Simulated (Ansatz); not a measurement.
## CoReB: reading a single point

```xyz
12
Lattice="5.6841 0.0000 0.0000 0.0000 3.2416 0.0000 0.0000 0.0000 6.5958" Properties=species:S:1:pos:R:3 pbc="T T T"
Re    0.1194    0.8104    1.1873
Re    2.7227    2.4312    4.4852
Re    2.9614    0.8104    2.1107
Re    5.5647    2.4312    5.4086
Co    0.8071    0.8104    3.7003
Co    2.0349    2.4312    0.4023
Co    3.6492    0.8104    6.1935
Co    4.8769    2.4312    2.8956
B     4.3483    0.8104    4.1092
B     4.1778    2.4312    0.8113
B     1.5063    0.8104    5.7845
B     1.3358    2.4312    2.4866
```

Single point in Ansatz 0.2.0 with r2SCAN, with U_eff = 1.06 eV on Co d, U_eff = 1.89 eV on Re d (all-electron-ortho-atomic projectors), no spin polarisation. Cutoff 500 eV, PAW datasets, 6×9×5 Γ-centred k mesh, fermi-dirac filling (width 0.1 eV).

Problem. Metal or insulator?

Solution. It is a metal, with about 9 states/eV a cell as the mean within 0.25 eV of the Fermi level, mostly Co d (47 %) and Re d (47 %).

Problem. Describe some of the short contacts.

Solution. Co–B at 2.09 Å: least valence density 0.54 e/Å³ and ELF 0.46 there. Re–B at 2.33 Å: least valence density 0.50 e/Å³ and ELF 0.51 there. Co–Co at 2.42 Å: least valence density 0.38 e/Å³ and ELF 0.27 there. Both are smooth PAW fields, read partly inside the augmentation spheres.

Problem. How is the charge shared?

Solution. Bader charges in e: Co +0.00, Re +0.48, B -0.49. In the mean Re gives up most and B takes most.

Problem. Which atom feels the largest force, and which way?

Solution. The largest is on Re1 (and as large on other atoms): 1.20 eV/Å, components (0.57, 0.00, -1.05). It makes 101° with the line to a nearest neighbour, B10 at 2.33 Å.

Problem. What does the stress say?

Solution. The pressure is -12.1 GPa (compression positive), so with the atoms held at these fractions the cell would first shrink; the forces are large, so a full relaxation may end otherwise. The principal stresses -14.9, -11.5, -10.0 GPa differ, so its shape would change too.

Origin: a database entry at a rescaled volume. Caveats: no spin polarisation, so a magnetic state may lie lower; atoms or cell far from equilibrium.
